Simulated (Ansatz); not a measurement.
BaZrO3:
```
BaZrO3
1.0
    4.18063     0.00000     0.00000
    0.00000     4.18063     0.00000
    0.00000     0.00000     4.18063
O Ba Zr
3 1 1
Direct
  0.00000   0.50000   0.50000
  0.50000   0.00000   0.50000
  0.50000   0.50000   0.00000
  0.00000   0.00000   0.00000
  0.50000   0.50000   0.50000
```

Relaxed with PBEsol. Special points in fractions of this cell's reciprocal vectors: Γ (0.000, 0.000, 0.000); X (0.000, 0.500, 0.000); M (0.500, 0.500, 0.000); R (0.500, 0.500, 0.500).

### Question
List the band energies nearest the valence-band maximum at these points for PBEsol with spin–orbit coupling in the plane-wave PAW code Ansatz.

### Answer
In eV from the valence-band maximum; about four levels below and three above (degenerate sets whole), none deeper than 8.9 eV; points with the same levels are listed once.

```json
[
 {"k": "Γ", "below": "-0.15 -0.15 -0.15 -0.15", "above": "3.14 3.14 3.14 3.14"},
 {"k": "X", "below": "-0.47 -0.47 -0.37 -0.37", "above": "3.55 3.55 5.71 5.71"},
 {"k": "M", "below": "-0.76 -0.76 -0.05 -0.05", "above": "5.71 5.71 5.75 5.75"},
 {"k": "R", "below": "0.00 0.00 0.00 0.00", "above": "6.01 6.01 6.01 6.01"}
]
```

Space group Pm-3m (cubic perovskite). The PBEsol relaxation kept the symmetry of its start. The run is not spin-polarised.

Potentials: the later of the program's two PAW sets.
